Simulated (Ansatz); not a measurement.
## Sc: from a trial structure to a relaxed crystal

Method: DFT r2SCAN, scalar-relativistic, plane waves, PAW (Ansatz 0.2.0). Cutoff 500 eV, Γ-centred k mesh, Gaussian smearing, no spin polarisation in the final step.

The start puts Sc on the lonsdaleite structure type (P6_3/mmc, No. 194), at a guessed volume.

```xyz
4
Lattice="4.1453 0.0000 0.0000 -2.0726 3.5899 0.0000 0.0000 0.0000 6.8397" Properties=species:S:1:pos:R:3 pbc="T T T"
Sc    0.0000    2.3933    2.9924
Sc    2.0726    1.1966    6.4122
Sc    2.0726    1.1966    3.8473
Sc    0.0000    2.3933    0.4275
```

Cell and atoms relax at zero pressure; the relaxation can't lower the symmetry of the start.

**Question.** Describe the relaxed structure.

**Answer.** It ends in P6/mmm (No. 191). Conventional cell: a = 5.263 Å, c = 2.818 Å. Sc has 2 Sc at 2.82 Å and 3 Sc at 3.04 Å.

```xyz
2
Lattice="5.2635 0.0000 0.0000 -2.6317 4.5583 0.0000 0.0000 0.0000 2.8185" Properties=species:S:1:pos:R:3 pbc="T T T"
Sc    0.0000    3.0389    0.0000
Sc    2.6317    1.5194    0.0000
```

**Question.** What are its volume, density and gap?

**Answer.** The volume per atom is 33.81 Å³. The density is 2.21 g/cm³. The gap on the 12×12×8 mesh is 0 eV (a metal).

The final run used a 12×12×8 mesh on its 4-atom cell and 0.10 eV smearing. A structure relaxed within its symmetry needn't be a true minimum. The steps took roughly 7 core-minutes in all.